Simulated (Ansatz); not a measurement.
ZnAu:
```yaml
crystal:
  lattice:
    - [3.18661, 0.00000, 0.00000]
    - [0.00000, 3.18661, 0.00000]
    - [0.00000, 0.00000, 3.18661]
  atoms:
    - { symbol: Au, position: [0.00000, 0.00000, 0.00000] }
    - { symbol: Zn, position: [0.50000, 0.50000, 0.50000] }
```

Relaxed with PBE.

Question: Map the electron localisation function on the plane through (0.000, 0.000, 0.000) spanned by u = [1, 0, 0] and v = [0, 1, 1] in lattice vectors, from the program Ansatz at the PBE level (PAW).

Answer: x is the fraction of u, y of v (the angle between them is 90°; rows are the nearest grid lines); atoms in the plane: Au at (0.00, 0.00), Zn at (0.50, 0.50).
```
|@@%#*=-:::-=*#%@@|
|@%#*+=-:::-=+*#%@|
|###*+--:::--+*###|
|#**+=--:::--=+**#|
|+++=----:----=+++|
|===----:::----===|
|-----:::::::-----|
|----:::::::::----|
|--:::::...:::::--|
|::::::.   .::::::|
|:::::.     .:::::|
|:::::       :::::|
|:::::       :::::|
|:::::.     .:::::|
|::::::.   .::::::|
|--:::::...:::::--|
|----:::::::::----|
|-----:::::::-----|
|===----:::----===|
|+++=----:----=+++|
|#**+=--:::--=+**#|
|###*+--:::--+*###|
|@%#*+=-:::-=+*#%@|
|@@%#*=-:::-=*#%@@|
```
Scale: ten equal steps from 0.000 (start of ' ') to 0.789 (end of '@'), in the order ' .:-=+*#%@'; x runs from 0.000 to 1.00, y from 0.000 (bottom) to 1.00 (top).

The density is the valence pseudo-density with augmentation charge, so density and ELF within about 1 Å of a nucleus are not all-electron values.

Space group Pm-3m (CsCl type). The cell was relaxed with PBE under the symmetry of its start; of distortions, only those at the zone centre were tested. Spin–orbit coupling is left out wherever it is not named.

Potentials: the later of the program's two PAW sets.
